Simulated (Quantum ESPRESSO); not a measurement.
## Convergence test: MgO

```yaml
crystal:
  lattice:
    - [0.00000, 2.09700, 2.09700]
    - [2.09700, 0.00000, 2.09700]
    - [2.09700, 2.09700, 0.00000]
  atoms:
    - { symbol: Mg, position: [0.00000, 0.00000, 0.00000] }
    - { symbol: O, position: [0.50000, 0.50000, 0.50000] }
```
The geometry is a computed Materials Project entry, not a measured one. It is MgO in Fm-3m. Stability against distortions was not tested.

Method: GIPAW with PBE in a modified build of Quantum ESPRESSO, on JTH PAW datasets; kept fixed: cutoff 22.5 Ha. Costs are rough, from a shared machine. Shieldings are absolute and leave out the bulk-susceptibility term; a larger σ means a smaller chemical shift. No d partial waves on Mg: the paramagnetic term there is incompletely reconstructed.

```tsv
k-mesh	σ_iso Mg (ppm)	σ_iso O (ppm)	f-sum rule missed by (%)	irreducible k-points	rough cost ratio
3×3×3 through Γ	491.0	27.7	4.6	4	about 1
4×4×4 through Γ	514.0	141.2	1.1	8	about 1
5×5×5 through Γ	519.9	173.4	0.29	10	2
7×7×7 through Γ	522.0	187.5	0.02	20	3
11×11×11 through Γ	522.3	189.4	0.00	56	8
14×14×14 through Γ	522.3	189.4	0.00	104	10
```

Largest spread: σ_iso O (ppm) moves over 161.7 across the rows.
